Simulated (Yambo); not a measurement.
G0W0@PBEsol for K$_{2}$LiScF$_{6}$ (space group Fm-3m, No. 225) in Yambo (2×2×2 mesh, 7 Ry block, plasmon pole, screening fixed), without a terminator:

| bands N in G | gap Γ → Γ (eV) | shift of the valence edge (eV) |
|---|---|---|
| 89 | 12.393 | -1.739 |
| 142 | 12.343 | -1.952 |
| 216 | 12.265 | -2.087 |

### Question
Extrapolate both columns to infinite N with E(N) = E∞ + A/N, test the form, and compare with the terminator.

### Answer
From two points, E∞ = (N2 E2 − N1 E1)/(N2 − N1). The two largest N give 12.12 eV for the gap and -2.35 eV for the shift; the two smallest give 12.26 eV and -2.31 eV. For the gap the slopes A are 12 and 32 eV: the form isn't reached, and its limit is uncertain. For the shift the slopes A are 51 and 56 eV: the 1/N form holds. With the Bruneval-Gonze terminator and 216 bands the run gives 12.11 eV and -2.30 eV, 0.00 eV and 0.05 eV from the extrapolated values: the terminator too is an estimate of the remainder. Block, mesh and the bands in W are held fixed.

Geometry of the Materials Project entry, not relaxed at this level; primitive cell a = 5.862 Å, b = 5.862 Å, c = 5.862 Å, α = 60.00°, β = 60.00°, γ = 60.00°.

The structure is a Materials Project entry; no match was found in the copy of COD used, and its stability was not checked.

A shift is the quasiparticle energy of the state minus its PBEsol energy.
